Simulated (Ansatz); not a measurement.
NaF (rock salt)

```xyz
2
Lattice="0.0000 2.2973 2.2973 2.2973 0.0000 2.2973 2.2973 2.2973 0.0000" Properties=species:S:1:pos:R:3 pbc="T T T"
F      0.0000     0.0000     0.0000
Na     2.2973     2.2973     2.2973
```

The slice is a {100} plane (indices of the conventional cell) through the point (0.000, 0.000, 0.000) (fractional), spanned by u = [100] and v = [0 1 -1] in vectors of this cell: u (3.25 Å) and v (3.25 Å, at 90° to u). It covers one period; positions are fractions (u, v).

Calculation: r2SCAN (plane waves to 500 eV, PAW, scalar-relativistic; Ansatz, an electronic-structure program). k mesh 12×12×12. Near the nuclei the fields are pseudised (PAW); where an atom keeps semicore shells as valence, they peak there. NaF was relaxed with its symmetry unable to fall.

### Question
What is the valence density on the shortest F–Na line in this plane (2.30 Å), at its minimum between the atoms?

### Answer
0.13 e/Å³.

### Question
What is the ELF at the density minimum of the shortest F–Na line in this plane (2.30 Å)?

### Answer
0.0.

### Question
Sketch the valence electron density on this plane as a map.

### Answer
```
|9988765432110000011234567889|
|8887765432110000011234567788|
|8877654332110000011233456778|
|7776554322110000011223455677|
|6665543321111111111123345566|
|5554433221111222111122334455|
|4443332222223333322222233344|
|3333222222334444433222222333|
|2222211223456666654322112222|
|1111111234567787765432111111|
|1111111235678898876532111111|
|0000011346789999987643110000|
|0000012346789999987643210000|
|0000012346899999998643210000|
|0000012346789999987643210000|
|0000011346789999987643110000|
|1111111235678898876532111111|
|1111111234567787765432111111|
|2222211223456666654322112222|
|3333222222334444433222222333|
|4443332222223333322222233344|
|5554433221111222111122334455|
|6665543321111111111123345566|
|7776554322110000011223455677|
|8877654332110000011233456778|
|8887765432110000011234567788|
|9988765432110000011234567889|
|9988765432110000011234567889|
```
Scale: ten equal steps from -1.44 (start of '0') to 1.32 (end of '9'), in the order '0123456789'. Values: log₁₀ of the valence density in e/Å³. The map has 28 points along u (one character each, u = 0 at the left) and 28 along v (v = 0 in the bottom row). The scale is logarithmic, as a density can span decades between atoms and voids.
